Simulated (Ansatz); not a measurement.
NbGa$_{3}$:
```cif
data_Ga6Nb2
_chemical_formula_sum 'Ga6 Nb2'
_space_group_name_H-M_alt 'I4/mmm'
_space_group_IT_number 139
_space_group_name_Hall '-I 4 2'
_cell_length_a 3.77296
_cell_length_b 3.77296
_cell_length_c 8.67800
_cell_angle_alpha 90.000
_cell_angle_beta 90.000
_cell_angle_gamma 90.000
loop_
_atom_site_label
_atom_site_type_symbol
_atom_site_symmetry_multiplicity
_atom_site_Wyckoff_symbol
_atom_site_fract_x
_atom_site_fract_y
_atom_site_fract_z
_atom_site_occupancy
Ga1 Ga 2 b 0.00000 0.00000 0.50000 1
Ga2 Ga 4 d 0.00000 0.50000 0.25000 1
Nb1 Nb 2 a 0.00000 0.00000 0.00000 1
```
(The calculation used a cell of 4 atoms; values per cell refer to that cell.)

Relaxed at zero pressure with PBEsol in the plane-wave PAW code Ansatz.

Question: The volume is raised by 3 % and shape and atoms relax at that volume. What pressure results, and how do the axes share the change?

Answer: -3.8 GPa; a 0.9 %, b 0.9 %, c 1.1 %; the energy rises by 6 meV/atom.

Question: Give the new structure.

Answer: 
Space group I4/mmm (No. 139); a = 3.808 Å, b = 3.808 Å, c = 8.773 Å, α = 90.00°, β = 90.00°, γ = 90.00°

| atom | site | symmetry | x | y | z |
|---|---|---|---|---|---|
| Ga | 2b | 4/mmm | 0.0000 | 0.0000 | 0.5000 |
| Ga | 4d | -4m2 | 0.0000 | 0.5000 | 0.2500 |
| Nb | 2a | 4/mmm | 0.0000 | 0.0000 | 0.0000 |

The phase is kept; no other phase was compared at this pressure.

The workflow started from an entry of the Crystallography Open Database (COD, 293 K). Its standing as an ambient phase is unchecked. The cell was relaxed with PBEsol under the symmetry of its start; its stability against distortions is not shown here. No spin polarisation was allowed. Axis ratios of metals converge slowly with the k-mesh, so a and c are less sure than the volume.

Potentials: the later of the program's two PAW sets.
